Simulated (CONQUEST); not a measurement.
Worked example: self-consistent single point of BaTiO3 (Pmm2, 5 atoms in the cell; from Materials Project mp-5986, changed as shown) in CONQUEST.

Method: PBE, numerical atomic orbitals double-zeta with polarisation (the shipped basis), PseudoDojo norm-conserving potentials made for PBE run with CONQUEST.

The change in words: lattice vector a scaled by 0.98. Reference geometry (P4mm):
```
CELL_PARAMETERS angstrom
      3.99038     0.00000     0.00000
      0.00000     3.99038     0.00000
      0.00000     0.00000     4.10266
ATOMIC_POSITIONS crystal
  Ba 0.50000 0.50000 0.58254
  Ti 0.00000 0.00000 0.10004
  O  0.00000 0.50000 0.06422
  O  0.50000 0.00000 0.06422
  O  0.00000 0.00000 0.54897
```

Reference input (self-consistent single point, DFT, PBE, numerical atomic orbitals double-zeta with polarisation (the shipped basis), PseudoDojo norm-conserving potentials made for PBE): basis = DZP; Diag.MPMeshX, Y, Z = 5 5 5; potentials = PseudoDojo norm-conserving PBE; Grid.GridCutoff = 175 Ha; DM.SolutionMethod = diagon; Diag.SmearingType = 1; Diag.kT = 0.000367 Ha; Diag.GammaCentred = true; Diag.MPOrder = 0; minE.SCTolerance = 1.0e-06; SC.MaxIters = 100; SC.LinearMixingFactor = 0.3. This run's input differs from it in these lines:

```diff
@@ -32,3 +32,3 @@
 # file: input.coords
-     7.540725333      0.000000000      0.000000000
+     7.389910071      0.000000000      0.000000000
      0.000000000      7.540725333      0.000000000
```

Output, abridged:

```
    new_SC_potl: Starting.  Tolerance:  0.10000E-05

    PulayMixSC: Starting Pulay mixing, A_up =  0.300 A_dn =  0.300
    PulayMixSC: Spin non-polarised calculation.
          Harris-Foulkes Energy            :     -3742.860342473265518 eV
          (TS=0 as O(N) or entropic contribution is negligible)
          DFT Total Energy                 :     -3724.245716923665896 eV
          Total number of electrons        :        40.000000000002366
    PulayMixSC: Pulay iteration     1 residual:              0.94516E-02
          Harris-Foulkes Energy            :     -3737.602486886729821 eV
   [... lines left out ...]
          (TS=0 as O(N) or entropic contribution is negligible)
          DFT Total Energy                 :     -3737.451988122912553 eV
          Total number of electrons        :        40.000012997511000
    PulayMixSC: Pulay iteration    10 residual:              0.16321E-05
          Harris-Foulkes Energy            :     -3737.451988141443962 eV
          (TS=0 as O(N) or entropic contribution is negligible)
          DFT Total Energy                 :     -3737.451988127672394 eV
          Total number of electrons        :        40.000013017059409
    PulayMixSC: Pulay iteration    11 residual:              0.54341E-06
    PulayMixSC: Reached SCF tolerance of  0.54341E-06 after     11 iterations
      | Number of electrons      =        40.000013
      |* band energy as 2Tr[K.H] =      -956.145231177267760 eV
      |  screened ion-ion energy =     -2798.412193419538198 eV
      |  Ha correction           =       -12.302675361556988 eV
      |  XC correction           =        29.408335933402142 eV
      |* Harris-Foulkes energy   =     -3737.451988141443962 eV
      |* DFT total energy        =     -3737.451988127672394 eV
      |  estimated accuracy      =        -0.000000013771829 eV

    force: Forces on atoms (eV/a0)
    force:  Atom   X              Y              Z
    force:     1  -0.0000000000   0.0000000000  -0.0172821782
    force:     2  -0.0000000000   0.0000000000  -0.0022171070
   [... lines left out ...]
    force:     5  -0.0000000000  -0.0000000000   0.0921227897

    force: Maximum force :        0.09212279(eV/a0) on atom         5 in z direction
    force: Force Residual:        0.05205927 eV/a0
    force: Total stress:        -10.49655437    -5.65758258    -6.06044486 GPa
    force: Average pressure:      7.40486060 GPa

    force: Finished force
    get_E_and_F: Change in energy during last step of electronic optimisation: -0.31661E-08
```

The run converged in 11 iterations. CONQUEST prints the stress tensor with tension positive. Against the reference run the free energy rises by 11.1 meV/atom, the pressure goes from 3.52 to 7.40 GPa and the largest force goes from 0.134 to 0.174 eV/Å.

The program uses no crystal symmetry, so grid and mesh can part values that symmetry would make equal. The atom-centred basis is finite, which shifts total energies, pressures and forces against plane waves. The structure comes from a collection of computed structures, made at another level of theory; the collection holds predicted forms beside known ones.

Cost on one core: about 110 core-seconds (a rough figure).
